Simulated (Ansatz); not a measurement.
Given:

Starting cell, LiNbO3 (LiNbO3 type, space group R3c):

```
LiNbO3
1.0
    2.59491     1.49817     4.67185
   -2.59491     1.49817     4.67185
    0.00000    -2.99635     4.67185
Li Nb O
2 2 6
Direct
  0.70263   0.70263   0.70263
  0.20263   0.20263   0.20263
  0.98385   0.98385   0.98385
  0.48385   0.48385   0.48385
  0.62628   0.87373   0.26322
  0.87373   0.26322   0.62628
  0.26322   0.62628   0.87373
  0.76322   0.37373   0.12628
  0.37373   0.12628   0.76322
  0.12628   0.76322   0.37373
```

A phonon eigenvector at Γ is frozen into this cell: atom i moves by Q times the vector below, so Q is the largest atomic displacement, in Å. The cell is held.

```tsv
atom	x	y	z
Li1	0.000	0.000	1.000
Li2	0.000	0.000	-1.000
Nb3	0.000	0.000	-0.223
Nb4	0.000	0.000	0.223
O5	-0.109	0.029	-0.072
O6	0.080	0.080	-0.072
O7	0.029	-0.109	-0.072
O8	0.080	-0.080	0.072
O9	-0.109	-0.029	0.072
O10	0.029	0.109	0.072
```

Method: PBE (plane waves to 420 eV, PAW, scalar-relativistic; Ansatz, a quantum-chemistry and plane-wave program). k mesh 8×8×8 (Γ-centred), Fermi-Dirac smearing 0.05 eV. E stands for the smeared free energy. LiNbO3 is run without spin polarisation. LiNbO3 was relaxed with its symmetry unable to fall. ΔE is measured from the undisplaced structure.

The scan covers Q from -0.180 to 0.180 Å in 13 points.

Question: Is the energy the same for equal positive and negative displacements?

Answer: Even: the same for both signs.

Question: Which space group does the distorted structure have?

Answer: R3 (No. 146), lowered from R3c.

Question: Is this a single well or a double well?

Answer: A single well with its minimum at or next to zero displacement.

Question: What is the energy change at Q = 0.180 Å?

Answer: 63.0 meV/cell.

Question: What harmonic wavenumber does the curvature at Q = 0 give?

Answer: 204 cm⁻¹.

(A displaced cell: forces are minus the slopes of the energy, force constants its curvatures, and phonons follow from these.)
